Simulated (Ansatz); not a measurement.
# Structures of Cs2Na: which is lowest?

Plane-wave DFT in Ansatz with scalar-relativistic PAW potentials, cutoff 420 eV, Γ-centred meshes chosen by cell and gap, Gaussian smearing with energies taken to zero width. Every cell was relaxed (cell and atoms) in a run of its own, within the symmetry of its start. Functional: PBE.

Relaxed structures (starts from databases or built by putting these elements on another compound's sites):
A. Fd-3m, 6 atoms in the computed cell, a = 12.892 Å; sites (symmetry × multiplicity) Cs .-3m × 16, Na -43m × 8; start: built
B. I4/mmm, 3 atoms in the computed cell, a = 5.340 Å, c = 17.791 Å; sites (symmetry × multiplicity) Cs 4mm × 4, Na 4/mmm × 2; start: built

**Question.** Rank them by energy. Could pressure change the order?

**Answer.**
```tsv
structure	group	E − E(lowest) (meV/atom)	V (Å³/atom)	gap on mesh (eV)
B	I4/mmm	0.0	84.56	0.00
A	Fd-3m	147	89.28	0.00
```

B is lowest, 147 meV/atom under A. The lowest is also the densest of these, so pressure wouldn't bring one of the others in at first order. Other structures may lie lower than all of these, and vibrations aren't counted.

Spin-orbit coupling is left out, which matters for the bands of heavy elements.